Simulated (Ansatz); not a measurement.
Space group P6_3mc (No. 186). a = 3.968 Å, b = 3.968 Å, c = 13.099 Å, α = 90.00°, β = 90.00°, γ = 120.00°
```csv
atom,site,symmetry,x,y,z
Cd,2b,3m.,0.3333,0.6667,0.3750
Br,2b,3m.,0.3333,0.6667,0.9937
Br,2a,3m.,0.0000,0.0000,0.2563
```

Equation of state of this CdBr2 structure (not necessarily the ground state), with shape and atoms relaxed at each volume where symmetry leaves them free. The calculation used DFT PBEsol, scalar-relativistic, plane waves, PAW in Ansatz 0.2.0.

Plane waves to 420 eV, a k mesh through Γ of 6×6×2 on the computed 6-atom cell and Gaussian smearing (0.02 eV); no spin polarisation.

```csv
V (Å³/atom),E − E(largest V) (meV/atom),P (GPa),gap on mesh (eV)
27.985,2.19,0.71,2.79
28.878,-0.37,0.29,2.82
29.772,-1.05,0.01,2.85
30.665,-0.68,-0.19,2.89
31.558,0.00,-0.15,2.94
```

Problem. Fit a third-order Birch–Murnaghan equation to E(V).

Solution. V0 = 29.80 Å³/atom, B0 = 6 GPa, B0' = 25.0. B0' is unusual or poorly fixed by this range.

The cell holds layers, and where no dispersion correction was added their binding is poorly described.